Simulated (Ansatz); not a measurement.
Relaxed ZnO (wurtzite):

```
ZnO
1.0
    3.23518     0.00000     0.00000
   -1.61759     2.80175     0.00000
    0.00000     0.00000     5.21141
Zn O
2 2
Direct
  0.66667   0.33333   0.00241
  0.33333   0.66667   0.50241
  0.66667   0.33333   0.62279
  0.33333   0.66667   0.12279
```

In each cell atom 4 (O, nearest neighbour Zn at 1.970 Å; its periodic images, 3.2 Å or more away, move with it) moves by s·(0.577, 0.577, 0.577) (along Cartesian [111]), the rest being held.

Calculation: r2SCAN (plane waves to 500 eV, PAW, scalar-relativistic; Ansatz, a quantum-chemistry and plane-wave program). k mesh 9×9×5 (Γ-centred), Fermi-Dirac smearing 0.05 eV. E stands for the smeared free energy. ZnO was relaxed with its symmetry unable to fall. The zero of ΔE is the undisplaced structure.

Successive frames, forces in eV/Å:

```json
[
 {"frame": "s = -0.040 Å", "ΔE (meV/cell)": "8.0", "F on Zn1": "(-0.202, -0.182, -0.049)", "F on Zn2": "(-0.004, -0.003, -0.104)", "F on O3": "(-0.022, -0.022, -0.122)", "F on O4": "(0.228, 0.207, 0.275)"},
 {"frame": "s = 0.000 Å", "ΔE (meV/cell)": "0.0", "F on Zn1": "(0.000, 0.000, 0.000)", "F on Zn2": "(0.000, 0.000, 0.000)", "F on O3": "(0.000, 0.000, 0.000)", "F on O4": "(0.000, 0.000, 0.000)"},
 {"frame": "s = 0.040 Å", "ΔE (meV/cell)": "7.4", "F on Zn1": "(0.144, 0.161, 0.033)", "F on Zn2": "(-0.001, 0.000, 0.124)", "F on O3": "(0.021, 0.022, 0.122)", "F on O4": "(-0.164, -0.183, -0.278)"}
]
```

**Question.** What are the energy and the forces in the next frame, s = 0.080 Å?

**Answer.** ΔE (meV/cell) = 28.4.

```
atom      Fx      Fy      Fz
----  ------  ------  ------
Zn1    0.239   0.306   0.052
Zn2   -0.007  -0.006   0.268
O3     0.042   0.045   0.243
O4    -0.274  -0.345  -0.563
```

(A displaced cell: forces are minus the slopes of the energy, force constants its curvatures, and phonons follow from these.)
